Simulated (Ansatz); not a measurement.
Theory: DFT PBE, scalar-relativistic, plane waves, PAW (Ansatz). Settings: cutoff 420 eV, Γ-centred meshes spaced at most about 0.3 Å⁻¹, and about 0.25 Å⁻¹ or finer for metals (2π included), Gaussian smearing. No spin polarisation in the final relaxations.

Temperature and zero-point effects are left out.

Compare these two cells of ScIn3N2, each relaxed at this level.

A.

```xyz
6
Lattice="3.5504 2.0498 4.3779 -3.5504 2.0498 4.3779 0.0000 -4.0996 4.3779" Properties=species:S:1:pos:R:3 pbc="T T T"
Sc    0.0000    0.0000    0.0000
In    0.0000   -2.0498    2.1889
In    1.7752    1.0249    2.1889
In   -1.7752    1.0249    2.1889
N     0.0000    0.0000    6.0126
N     0.0000    0.0000    7.1211
```

B.

```xyz
6
Lattice="3.0741 0.0000 0.0000 0.0000 3.0741 0.0000 0.0000 0.0000 14.3701" Properties=species:S:1:pos:R:3 pbc="T T T"
Sc    0.0000    0.0000    7.1851
In    0.0000    0.0000    0.0000
In    0.0000    0.0000   10.6449
In    0.0000    0.0000    3.7253
N     1.5370    1.5370    0.0000
N     1.5370    1.5370    7.1851
```

Question: Which form is favoured at zero pressure, and by what margin per atom?

Answer: B is lower, by 0.43 eV/atom. A has space group R-3m (No. 166), 31.9 Å³/atom and no gap on its mesh; B has space group P4/mmm (No. 123), 22.6 Å³/atom and no gap. Counting N atoms around In and Sc (those within 1.25 times the shortest such distance or 1.15 times the sum of covalent radii; a plus sign parts nearer from farther groups; the shortest distance is added where it is long for a bond; a slash parts the counts of unlike sites), A has Sc 6+6 from 4.4 Å, In 4+2 from 3.6 Å and B has Sc 4, In 4/8 from 4.1 Å. A holds N–N pairs as short as in free N₂ molecules (shortest 1.11 Å); in B the shortest N–N distance is 3.07 Å. In A, Sc is surrounded by 6 In at 3.00 Å; around In lie 2 Sc at 3.00 Å, 4 In at 3.55 Å and 4 N at 3.59 Å; around N lie 1 N at 1.11 Å and 6 In at 3.59 Å. In B, Sc is surrounded by 4 N at 2.17 Å, 4 Sc at 3.07 Å and 2 In at 3.46 Å; In on a site of symmetry 4/mmm is surrounded by 4 N at 2.17 Å and 4 In at 3.07 Å; N on its first site is surrounded by 4 In at 2.17 Å; 2 more sites not described. Both come from invented guesses.

No dispersion correction is applied, so the spacing and binding between layers, chains or molecules are poorly described (P4/mmm), and this can change margins and order among such cells. A magnetic state wasn't ruled out in cells without spin, among them P4/mmm. Cells relaxed within their symmetry can be saddle points.
